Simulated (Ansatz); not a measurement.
# Is this In2Te2O structure a true minimum?

It was reached by relaxing an invented guess, and it needn't be the stable form of this composition.

Method: DFT PBE, scalar-relativistic, plane waves, PAW (Ansatz). Plane waves to 420 eV, a k mesh through Γ of 4×4×4 on the computed 10-atom cell and Gaussian smearing (0.02 eV); no spin polarisation.

The cell below (10 atoms, space group Cmc2_1 (No. 36)) is relaxed within its symmetry.

```
CELL_PARAMETERS angstrom
6.21361 -3.77068 0.00000
6.21361 3.77068 0.00000
0.00000 0.00000 7.17347
ATOMIC_POSITIONS crystal
In 0.97566 0.31174 0.77885
In 0.68826 0.02434 0.77885
In 0.31174 0.97566 0.27885
In 0.02434 0.68826 0.27885
Te 0.35331 0.94574 0.68046
Te 0.05426 0.64669 0.68046
Te 0.64669 0.05426 0.18046
Te 0.94574 0.35331 0.18046
O 0.74318 0.25682 0.68438
O 0.25682 0.74318 0.18438
```

For the test it was strained at random (σ = 1.5 % a component), the atoms were moved at random (σ = 0.05 Å), and all was relaxed again on a coarse 2×2×2 mesh (in the run’s order of axes) with 0.10 eV smearing, with no symmetry imposed.

These runs have no spin–orbit coupling, which can matter for Te.

Question: Is the structure stable against such a distortion?

Answer: It returns, within 1 meV/atom of the unmoved cell on that mesh and with the same symmetry when read at 0.1 Å (P2_1 at 0.01 Å, so small strains and shifts remain). No instability shows in this cell; modes of other wave vectors, which need another repeat, aren't tested.
